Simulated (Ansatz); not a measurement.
Relaxed-ion elastic tensor of SnS2 in space group Fd-3m (No. 227; Sn on 16c, S on 32e) in GPa (Voigt order), DFT-PBEsol in the program Ansatz with PAW potentials; density 4.37 g/cm³, 23.15 Å³ per atom.

```
66.3  28.6  28.6   0.0   0.0   0.0
28.6  66.3  28.6   0.0   0.0   0.0
28.6  28.6  66.3   0.0   0.0   0.0
 0.0   0.0   0.0  34.7   0.0   0.0
 0.0   0.0   0.0   0.0  34.7   0.0
 0.0   0.0   0.0   0.0   0.0  34.7
```

Problem. Is the crystal mechanically stable?

Solution. Yes: the smallest eigenvalue of C is 34.7 GPa.

Problem. Work out the Voigt, Reuss and Hill averages.

Solution. K_V = 41.1, K_R = 41.1, K_H = 41.1; G_V = 28.3, G_R = 26.0, G_H = 27.2 GPa.

Problem. Give Young's modulus, Poisson's ratio, Pugh's ratio and the universal anisotropy index.

Solution. E = 9KG/(3K + G) = 66.8 GPa; ν = 0.23; K/G = 1.51 (brittle by the Pugh limit of 1.75); A_U = 5G_V/G_R + K_V/K_R − 6 = 0.46.

Problem. Estimate the sound speeds and the Debye temperature.

Solution. v_l = √((K + 4G/3)/ρ) = 4210 m/s, v_t = √(G/ρ) = 2490 m/s, mean 2760 m/s; Θ = (h/k)(3n/4πV)^(1/3) v_m = 288 K.

Problem. Give the Zener ratio and Young's modulus along [100], [110] and [111].

Solution. A = 2C44/(C11 − C12) = 1.84; 1/E = S11 − 2(S11 − S12 − S44/2)Γ with Γ = 0, 1/4, 1/3 gives 49.1, 69.8, 81.2 GPa.

Problem. Solve the Christoffel equation for the three sound speeds along [100], [110], [111].

Solution. Eigenvalues of C_ijkl n_j n_l equal ρv². In km/s, slowest first: [100] 2.82, 2.82, 3.89; [110] 2.08, 2.82, 4.33; [111] 2.35, 2.35, 4.47.

The workflow started from a Materials Project entry (that database holds measured and hypothetical structures alike); the Crystallography Open Database copy checked does not list it. It is not the phase usual at ambient conditions (space group No. 164). The PBEsol relaxation kept the symmetry of its start; its stability against distortions is not shown here. Scalar-relativistic: spin–orbit coupling is off unless named, which matters more the heavier the elements.

Potentials: the later of the program's two PAW sets.
